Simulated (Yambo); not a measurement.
Yambo run on CsCdF$_{3}$ (cubic perovskite, space group Pm-3m, No. 221). The wavefunctions are LDA (pw.x of Quantum ESPRESSO, ONCV potentials, scalar-relativistic) ones on a 4×4×4 mesh (25 occupied bands); a = 4.487 Å, b = 4.487 Å, c = 4.487 Å, α = 90.00°, β = 90.00°, γ = 90.00°.

Yambo input:

```
rim_cut
gw0
dyson
el_el_corr
HF_and_locXC
ppa
em1d
RandQpts= 1000000
RandGvec= 1 Ry
EXXRLvcs= 102 Ry
VXCRLvcs= 408 Ry
Chimod= "HARTREE"
% BndsRnXp
 5 | 139 |
%
NGsBlkXp= 7 Ry
% LongDrXp
 1.0 | 1.0 | 1.0 |
%
PPAPntXp= 40 eV
% GbndRnge
 1 | 139 |
%
GTermKind= "BG"
DysSolver= "n"
ExtendOut
% QPkrange
 1 | 1 | 25 | 26 |
 10 | 10 | 25 | 25 |
%
```

k points by index: 1 = Γ, 10 = R.

The o-*.qp file then holds:

```
#    K-point    Band    Eo [eV]    E [eV]    E-Eo [eV]    Vxc [eV]    Vnlxc [eV]    Sc|Eo [eV]    Sc|E [eV]    dSc/dw|Eo [eV]    Re(Z)    Im(Z)
#
    1    25    -1.089941    -3.013265    -1.923324    -21.43827    -28.97158    5.128477    5.609986    -6.811880    0.799785    -0.001292
    1    26    3.082496    4.628249    1.545753    -12.78981    -7.612213    -3.405196    -3.631847    -3.989789    0.872126    -0.704775E-3
    10    25    0.000000    -1.736473    -1.736473    -25.21119    -32.03406    4.697386    5.086405    -6.095713    0.816983    -0.001041
```
(The two width columns are left out.) Convergence of these settings isn't established.

Spin-orbit coupling is not included.

Geometry of the Materials Project entry, not relaxed at this level.

The structure is a Materials Project entry; no match was found in the copy of COD used, and its stability was not checked.
